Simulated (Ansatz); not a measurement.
## How far is PAW off for Zn?

```xyz
2
Lattice="2.6094 0.0000 0.0000 -1.3047 2.2598 0.0000 0.0000 0.0000 5.1946" Properties=species:S:1:pos:R:3 pbc="T T T"
Zn    0.0000    1.5065    1.2986
Zn    1.3047    0.7533    3.8959
```

Atoms are numbered in the order listed.

Conventional cell: a = 2.609 Å, b = 2.609 Å, c = 5.195 Å, α = 90.00°, β = 90.00°, γ = 120.00°. Zn (atom 1) has 6 Zn at 2.61 Å as nearest neighbours.

The structure comes from a relaxation in the same program, started in the hcp type. Whether it is a known phase or the ground state wasn't checked. The listed cell was then made from it by scaling, straining or moving an atom.

Methods: DFT, PBE, PAW with Ansatz's default frozen-core files, scalar-relativistic (Ansatz 0.2.0); DFT, PBE, all-electron PAW with datasets made for the crystal, scalar-relativistic (Ansatz 0.2.0); DFT, PBE, all-electron LAPW, scalar-relativistic (Ansatz 0.2.0).

For PAW: a Γ-centred 18×18×10 k mesh, Fermi–Dirac smearing of 0.08 eV, cutoff 420 eV, no spin polarisation. The crystal-made all-electron datasets (AE datasets) take a cutoff of 280 eV at this cell. LAPW targets a basis error of 1 meV/atom. The Ansatz runs share mesh, smearing and spin set-up. Plane-wave (PAW) pressures include the program's estimate of the Pulay term.

Stress and pressure are positive in compression.

The change that made this cell: z strained by +2 % at fixed volume.

In a metal, gradients converge slowly with the k mesh: the values move by tens of per cent from one mesh to another, at times in sign, so only the comparison on one mesh counts.

```json
{"quantity": "pressure (GPa)", "PAW": "0.92", "AE datasets": "0.92", "LAPW": "0.92"}
{"quantity": "stress xx (GPa)", "PAW": "1.90", "AE datasets": "1.91", "LAPW": "1.91"}
{"quantity": "stress zz (GPa)", "PAW": "-1.04", "AE datasets": "-1.06", "LAPW": "-1.05"}
{"quantity": "field gradient Vzz at Zn1 (10²¹ V/m²)", "PAW": "5.84", "AE datasets": "5.89", "LAPW": "–"}
```
